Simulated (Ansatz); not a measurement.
NaH (rock salt)

```
CELL_PARAMETERS angstrom
      0.00000     2.39734     2.39734
      2.39734     0.00000     2.39734
      2.39734     2.39734     0.00000
ATOMIC_POSITIONS crystal
  Na 0.00000 0.00000 0.00000
  H  0.50000 0.50000 0.50000
```

The slice is a {111} plane (indices of the conventional cell) through the point (0.500, 0.500, 0.500) (fractional), spanned by u = [100] and v = [-1 2 0] in vectors of this cell: u (3.39 Å) and v (5.87 Å, at 90° to u). It covers one period; positions are fractions (u, v).

These are r2SCAN (plane waves to 500 eV, PAW, scalar-relativistic; Ansatz, a program for electronic structure) values and carry that method's errors. k mesh 12×12×12. Near the nuclei the fields are pseudised (PAW); where an atom keeps semicore shells as valence, they peak there. NaH was relaxed with its symmetry unable to fall.

Sketch the electron localisation function (ELF) on this plane as a map.


```tsv
v \ u	0.00	0.14	0.29	0.43	0.57	0.71	0.86
0.92	x	1.00	0.85	0.05	0.05	0.85	1.00
0.83	0.95	0.86	0.19	0.02	0.02	0.19	0.86
0.75	0.08	0.06	0.05	0.07	0.07	0.05	0.06
0.67	0.01	0.05	0.58	0.94	0.94	0.58	0.04
0.58	0.03	0.31	0.99	1.00	1.00	0.98	0.31
0.50	0.04	0.61	1.00	x	x	1.00	0.61
0.42	0.03	0.31	0.98	1.00	1.00	0.99	0.31
0.33	0.01	0.04	0.58	0.94	0.94	0.58	0.05
0.25	0.08	0.06	0.05	0.07	0.07	0.05	0.06
0.17	0.95	0.86	0.19	0.02	0.02	0.19	0.86
0.08	x	1.00	0.85	0.05	0.05	0.85	1.00
0.00	x	x	0.96	0.12	0.12	0.96	x
```

Values: electron localisation function (ELF). Points within 0.5 Å of a nucleus are blanked (x), as the pseudised field means little there.
